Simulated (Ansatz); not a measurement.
Rb3InF6:
```
CELL_PARAMETERS angstrom
      0.00000     4.67953     4.67953
      4.67953     0.00000     4.67953
      4.67953     4.67953     0.00000
ATOMIC_POSITIONS crystal
  Rb 0.75000 0.75000 0.75000
  Rb 0.25000 0.25000 0.25000
  Rb 0.50000 0.50000 0.50000
  In 0.00000 0.00000 0.00000
  F  0.77872 0.22128 0.22128
  F  0.22128 0.77872 0.77872
  F  0.22128 0.77872 0.22128
  F  0.77872 0.22128 0.77872
  F  0.22128 0.22128 0.77872
  F  0.77872 0.77872 0.22128
```

r²SCAN in the plane-wave PAW code Ansatz gives a gap of 5.99 eV without spin–orbit coupling, maximum on the K–Γ line, 33 % of the way from K, minimum at Γ.

Q: What happens when spin–orbit coupling is switched on?

A: The gap shrinks by 0.03 eV, to 5.96 eV; maximum at L, minimum at Γ.

Q: Give the electron effective mass with spin–orbit coupling.

A: 0.53 mₑ (isotropic).

Q: Give the hole effective mass with spin–orbit coupling.

A: 1.7 mₑ (isotropic).

Space group Fm-3m. The workflow started from a Materials Project entry (that database holds measured and hypothetical structures alike); the Crystallography Open Database copy checked does not list it. Its standing as an ambient phase is unchecked. The cell was relaxed with r²SCAN under the symmetry of its start; its stability against distortions is not shown here.

Potentials: the later of the program's two PAW sets.
